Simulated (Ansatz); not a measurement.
Relaxed-ion elastic tensor of AlMo2C in space group P6_3/mmc (No. 194; Al on 2d, Mo on 4f, C on 2a) in GPa (Voigt order), PBEsol in the plane-wave PAW code Ansatz; density 7.36 g/cm³, 13.02 Å³ per atom.

```
      1     2    3    4    5    6
-  ----  ----  ---  ---  ---  ---
1   352  99.1  153  0.0  0.0  0.0
2  99.1   352  153  0.0  0.0  0.0
3   153   153  360  0.0  0.0  0.0
4   0.0   0.0  0.0  144  0.0  0.0
5   0.0   0.0  0.0  0.0  144  0.0
6   0.0   0.0  0.0  0.0  0.0  127
```

Problem. Is the crystal mechanically stable?

Solution. Yes: the smallest eigenvalue of C is 127 GPa.

Problem. Work out the Voigt, Reuss and Hill averages.

Solution. K_V = 208, K_R = 207, K_H = 207; G_V = 127, G_R = 124, G_H = 125 GPa.

Problem. Give Young's modulus, Poisson's ratio, Pugh's ratio and the universal anisotropy index.

Solution. E = 9KG/(3K + G) = 313 GPa; ν = 0.25; K/G = 1.66 (near the Pugh limit of 1.75, no verdict); A_U = 5G_V/G_R + K_V/K_R − 6 = 0.14.

Problem. Estimate the sound speeds and the Debye temperature.

Solution. v_l = √((K + 4G/3)/ρ) = 7130 m/s, v_t = √(G/ρ) = 4130 m/s, mean 4580 m/s; Θ = (h/k)(3n/4πV)^(1/3) v_m = 579 K.

Problem. How much does each axis shrink under pressure?

Solution. Linear compressibilities β_i = Σ_j S_ij (j = 1 to 3): x 1.8, y 1.8, z 1.3 per TPa.

The start of the workflow was typed in or built on a structure type; neither database checked (COD, Materials Project) lists it. Its standing as an ambient phase is unchecked. The PBEsol relaxation kept the symmetry of its start; whether a distortion lowers the energy is not shown. The run is not spin-polarised. As this level gives no gap, shear constants depend on the k-mesh and smearing (Fermi–Dirac, 0.1 eV here). On the denser mesh and wider smearing of the elastic run this cell carries a stress of 0.5 GPa.

Potentials: the earlier of the program's two PAW sets. The files were generated under PBE; for other functionals the program regenerates the frozen cores, and for LDA and PBEsol the local potential too.
